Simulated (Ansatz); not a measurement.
Relaxed-ion elastic tensor of BN (zinc blende, F-43m) in GPa (Voigt order), plane-wave PAW r²SCAN (Ansatz code); density 3.50 g/cm³, 5.88 Å³ per atom.

|  | 1 | 2 | 3 | 4 | 5 | 6 |
|---|---|---|---|---|---|---|
| 1 | 824 | 176 | 176 | 0.0 | 0.0 | 0.0 |
| 2 | 176 | 824 | 176 | 0.0 | 0.0 | 0.0 |
| 3 | 176 | 176 | 824 | 0.0 | 0.0 | 0.0 |
| 4 | 0.0 | 0.0 | 0.0 | 467 | 0.0 | 0.0 |
| 5 | 0.0 | 0.0 | 0.0 | 0.0 | 467 | 0.0 |
| 6 | 0.0 | 0.0 | 0.0 | 0.0 | 0.0 | 467 |

**Question.** Is the crystal mechanically stable?

**Answer.** Yes: the smallest eigenvalue of C is 467 GPa.

**Question.** Work out the Voigt, Reuss and Hill averages.

**Answer.** K_V = 392, K_R = 392, K_H = 392; G_V = 410, G_R = 397, G_H = 404 GPa.

**Question.** Give Young's modulus, Poisson's ratio, Pugh's ratio and the universal anisotropy index.

**Answer.** E = 9KG/(3K + G) = 901 GPa; ν = 0.12; K/G = 0.97 (brittle by the Pugh limit of 1.75); A_U = 5G_V/G_R + K_V/K_R − 6 = 0.16.

**Question.** Estimate the sound speeds and the Debye temperature.

**Answer.** v_l = √((K + 4G/3)/ρ) = 16300 m/s, v_t = √(G/ρ) = 10700 m/s, mean 11700 m/s; Θ = (h/k)(3n/4πV)^(1/3) v_m = 1940 K.

**Question.** Give the Zener ratio and Young's modulus along [100], [110] and [111].

**Answer.** A = 2C44/(C11 − C12) = 1.44; 1/E = S11 − 2(S11 − S12 − S44/2)Γ with Γ = 0, 1/4, 1/3 gives 762, 930, 1000 GPa.

The r²SCAN relaxation kept the symmetry of its start; phonons on a q-mesh show no instability.

Potentials: the later of the program's two PAW sets.
